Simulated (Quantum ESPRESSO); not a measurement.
Empty bands for a GW run on Na$_{3}$MoO$_{3}$F$_{3}$ (space group R3, No. 146): 205 bands on a 2×2×2 mesh, PBEsol, PseudoDojo standard norm-conserving files, scalar-relativistic, Quantum ESPRESSO. The input, in which only the diagonalization keyword changes:

```
&CONTROL
  calculation = 'nscf'
  pseudo_dir = './pseudo'
  outdir = './out'
/
&SYSTEM
  ibrav = 0
  nat = 10
  ntyp = 4
  ecutwfc = 88.0
  ecutrho = 352.0
  occupations = 'fixed'
  force_symmorphic = .true.
  nbnd = 205
/
&ELECTRONS
  conv_thr = 1e-08
  diago_full_acc = .true.
  diago_thr_init = 1e-08
  diagonalization = 'david'
/
ATOMIC_SPECIES
O 15.9990 O.upf
F 18.9984 F.upf
Na 22.9898 Na.upf
Mo 95.9500 Mo.upf
CELL_PARAMETERS angstrom
  2.783469900000   1.607037096000   4.835397000000
 -2.783469900000   1.607037096000   4.835397000000
  0.000000000000  -3.214074192000   4.835397000000
ATOMIC_POSITIONS crystal
O   0.688680000000   0.906020000000   0.254660000000
O   0.254660000000   0.688680000000   0.906020000000
O   0.906020000000   0.254660000000   0.688680000000
F   0.359790000000   0.128800000000   0.824070000000
F   0.824070000000   0.359790000000   0.128800000000
F   0.128800000000   0.824070000000   0.359790000000
Na   0.226020000000   0.226020000000   0.226020000000
Na   0.509923000000   0.509923000000   0.509923000000
Na   0.727627000000   0.727627000000   0.727627000000
Mo   0.000220000000   0.000220000000   0.000220000000
K_POINTS automatic
2 2 2 0 0 0
```

```
diagonalization  mean iterations per k point              rough time  largest change of an eigenvalue (eV)
---------------  ---------------------------  ----------------------  ------------------------------------
david                                     24                       1                                     –
cg                                        46                about 5×                                 1e-06
paro                                      16  within a factor of two                                 2e-08
```

An iteration means different work in each solver, so the counts don't rank them. Times are rough ratios from shared machines.

Spin-orbit coupling is not included.

Geometry of the Materials Project entry, not relaxed at this level.
